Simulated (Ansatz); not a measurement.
# Stability checks on a candidate for Mg5NiS6

The cell was found from a structure generator's guess, not taken from experiment.

Computed with DFT PBE, scalar-relativistic, plane waves, PAW (Ansatz). Plane waves to 420 eV, a 10×10×4 mesh through Γ for the 12-atom cell and 0.10 eV Gaussian smearing; no spin polarisation.

```
Mg Ni S
1.0
     3.65730    0.00000    0.00000
     0.00000    3.65730    0.00000
     0.00000    0.00000   15.34856
Mg Ni S
5 1 6
Direct
  0.00000 0.00000 0.65932
  0.50000 0.50000 0.82766
  0.00000 0.00000 0.00000
  0.50000 0.50000 0.17234
  0.00000 0.00000 0.34068
  0.50000 0.50000 0.50000
  0.00000 0.00000 0.82893
  0.50000 0.50000 0.00000
  0.00000 0.00000 0.17107
  0.50000 0.50000 0.34664
  0.00000 0.00000 0.50000
  0.50000 0.50000 0.65336
```

The zero of energy is the elements' standard structures at the same level; no fitted shifts are applied.

Task: These tests were run: energy against the elements; random kick, then relaxation without symmetry; phonons on a 2×2×1 q mesh; elastic tensor. What do they show?

Result:

```tsv
test	result
energy against the elements	−1.19 eV/atom
random kick, then relaxation without symmetry	returns
phonons on a 2×2×1 q mesh	imaginary modes down to 135i cm⁻¹
elastic tensor	least eigenvalue 48 GPa
```

It fails one test: phonons on a 2×2×1 q mesh. So it isn't even a local minimum.

No Hubbard U is applied to the 3d shell of Ni. The reference form of S is held partly by dispersion forces, which this level lacks. Trial moments died out on the coarse mesh, so the last step has no spin; another magnetic start might hold. The kick test ran on a coarse mesh. The run for the phonons used a 10×10×4 k mesh and Fermi–Dirac smearing of 0.15 eV. The run for the elastic tensor used a 10×10×4 k mesh and Fermi–Dirac smearing of 0.15 eV.
